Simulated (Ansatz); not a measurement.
CdSe:
```cif
data_Cd2Se2
_chemical_formula_sum 'Cd2 Se2'
_space_group_name_H-M_alt 'P63mc'
_space_group_IT_number 186
_space_group_name_Hall 'P 6c -2c'
_cell_length_a 4.38323
_cell_length_b 4.38323
_cell_length_c 7.15406
_cell_angle_alpha 90.000
_cell_angle_beta 90.000
_cell_angle_gamma 120.000
loop_
_atom_site_label
_atom_site_type_symbol
_atom_site_symmetry_multiplicity
_atom_site_Wyckoff_symbol
_atom_site_fract_x
_atom_site_fract_y
_atom_site_fract_z
_atom_site_occupancy
Cd1 Cd 2 b 0.33333 0.66667 0.00005 1
Se1 Se 2 b 0.33333 0.66667 0.37581 1
```

Relaxed with PBE.

Q: Which orbitals make up the states near the band edges in PBE (plane waves, PAW; program Ansatz)?

A: Top 1 eV of the valence band: Se 4p 92 %. Bottom 1 eV of the conduction band: Cd 5s 55 %, Se 4p 27 %, Se 4s 15 %. Projections are on Löwdin-orthogonalised atomic valence shells; empty p or d shells of many metals are not among them.

Q: Tabulate the density of states.

A: States/eV per cell of 4 atoms, in 0.25 eV bins, energy from the valence-band maximum.

| E (eV) | total | Cd 4d | Se 4p | Cd 5s |
|---|---|---|---|---|
| -7.85 | 0.74 | 0.70 | 0.04 | 0.00 |
| -7.60 | 44.68 | 43.05 | 1.48 | 0.08 |
| -7.35 | 25.78 | 25.41 | 0.13 | 0.08 |
| -7.10 | 8.81 | 8.13 | 0.06 | 0.06 |
| -6.85 | 0.00 | 0.00 | 0.00 | 0.00 |
| -6.60 | 0.00 | 0.00 | 0.00 | 0.00 |
| -6.35 | 0.00 | 0.00 | 0.00 | 0.00 |
| -6.10 | 0.00 | 0.00 | 0.00 | 0.00 |
| -5.85 | 0.00 | 0.00 | 0.00 | 0.00 |
| -5.60 | 0.00 | 0.00 | 0.00 | 0.00 |
| -5.35 | 0.00 | 0.00 | 0.00 | 0.00 |
| -5.10 | 0.00 | 0.00 | 0.00 | 0.00 |
| -4.85 | 0.00 | 0.00 | 0.00 | 0.00 |
| -4.60 | 0.00 | 0.00 | 0.00 | 0.00 |
| -4.35 | 0.00 | 0.00 | 0.00 | 0.00 |
| -4.10 | 0.04 | 0.00 | 0.02 | 0.01 |
| -3.85 | 5.41 | 0.08 | 3.36 | 1.87 |
| -3.60 | 3.60 | 0.09 | 2.21 | 1.15 |
| -3.35 | 2.44 | 0.09 | 1.50 | 0.72 |
| -3.10 | 1.32 | 0.06 | 0.80 | 0.35 |
| -2.85 | 0.92 | 0.05 | 0.56 | 0.23 |
| -2.60 | 0.95 | 0.04 | 0.68 | 0.16 |
| -2.35 | 2.43 | 0.07 | 2.07 | 0.16 |
| -2.10 | 2.28 | 0.08 | 1.95 | 0.13 |
| -1.85 | 3.39 | 0.11 | 2.99 | 0.11 |
| -1.60 | 3.85 | 0.13 | 3.45 | 0.09 |
| -1.35 | 4.31 | 0.16 | 3.88 | 0.07 |
| -1.10 | 6.28 | 0.24 | 5.71 | 0.05 |
| -0.85 | 5.27 | 0.22 | 4.80 | 0.03 |
| -0.60 | 3.16 | 0.15 | 2.89 | 0.01 |
| -0.35 | 1.77 | 0.09 | 1.63 | 0.00 |
| -0.10 | 0.59 | 0.03 | 0.55 | 0.00 |
| 0.15 | 0.00 | 0.00 | 0.00 | 0.00 |
| 0.40 | 0.00 | 0.00 | 0.00 | 0.00 |
| 0.65 | 0.00 | 0.00 | 0.00 | 0.00 |
| 0.90 | 0.01 | 0.00 | 0.00 | 0.01 |
| 1.15 | 0.03 | 0.00 | 0.01 | 0.02 |
| 1.40 | 0.07 | 0.00 | 0.02 | 0.04 |
| 1.65 | 0.11 | 0.00 | 0.04 | 0.06 |
| 1.90 | 0.18 | 0.00 | 0.05 | 0.09 |
| 2.15 | 0.29 | 0.00 | 0.09 | 0.15 |
| 2.40 | 0.56 | 0.00 | 0.16 | 0.30 |
| 2.65 | 0.97 | 0.00 | 0.27 | 0.50 |
| 2.90 | 2.31 | 0.00 | 0.58 | 1.11 |
| 3.15 | 2.48 | 0.00 | 0.63 | 1.17 |
| 3.40 | 3.16 | 0.01 | 0.81 | 1.37 |
| 3.65 | 2.82 | 0.00 | 0.75 | 1.20 |
| 3.90 | 1.49 | 0.00 | 0.44 | 0.66 |
| 4.15 | 0.99 | 0.00 | 0.31 | 0.45 |
| 4.40 | 0.53 | 0.00 | 0.14 | 0.20 |
| 4.65 | 0.43 | 0.00 | 0.06 | 0.07 |
| 4.90 | 3.63 | 0.01 | 0.30 | 0.27 |
| 5.15 | 5.25 | 0.01 | 0.42 | 0.38 |
| 5.40 | 3.07 | 0.00 | 0.23 | 0.23 |

Space group P6_3mc (wurtzite). The PBE relaxation kept the symmetry of its start. Spin–orbit coupling is left out wherever it is not named.

Potentials: the earlier of the program's two PAW sets.
